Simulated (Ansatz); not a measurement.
Cu Kα1 powder pattern (kinematic, no thermal factors).
2θ (°) (relative intensity): 12.20 (100), 21.43 (2), 24.54 (8), 31.02 (42), 31.17 (10), 31.64 (16), 32.40 (4), 33.44 (20), 34.74 (4), 36.27 (78), 38.01 (3), 39.94 (24), 42.03 (22), 43.66 (2), 44.28 (78), 46.95 (2), 49.17 (4), 50.30 (10), 51.79 (2), 54.51 (3), 55.18 (31), 55.27 (4), 55.57 (8), 56.06 (3), 56.74 (11), 57.12 (1), 57.34 (2), 60.27 (8), 60.61 (2), 61.27 (4), 63.30 (1), 64.17 (3), 64.66 (5), 64.74 (1), 65.01 (2), 66.08 (3), 66.43 (4), 67.83 (12), 69.65 (3), 70.26 (5), 71.71 (4), 72.87 (2), 72.98 (4), 73.32 (17), 75.31 (3), 77.88 (16), 79.97 (1), 83.46 (2), 86.16 (3), 86.46 (6), 87.46 (1), 89.61 (8)

The pattern is computed from a structure relaxed with Ansatz, DFT PBE, scalar-relativistic, plane waves, PAW. Collinear spin, ending at 1.0 μB a primitive cell. Its elements are Mo, Se, V.

Q: Give the structure.

A: VMo2Se6.
Space group P-6m2 (No. 187). a = 3.327 Å, b = 3.327 Å, c = 29.003 Å, α = 90.00°, β = 90.00°, γ = 120.00°
```csv
atom,site,symmetry,x,y,z
V,1e,-6m2,0.6667,0.3333,0.0000
Mo,2h,3m.,0.3333,0.6667,0.7461
Se,2h,3m.,0.3333,0.6667,0.0552
Se,2i,3m.,0.6667,0.3333,0.8036
Se,2i,3m.,0.6667,0.3333,0.3114
```

A pattern alone doesn't exclude other cells with like lines; this is the one computed.

It was reached by relaxing an invented guess, and it needn't be the stable form of this composition. No dispersion correction is applied, so the spacing between layers, chains or molecules is poorly fixed.
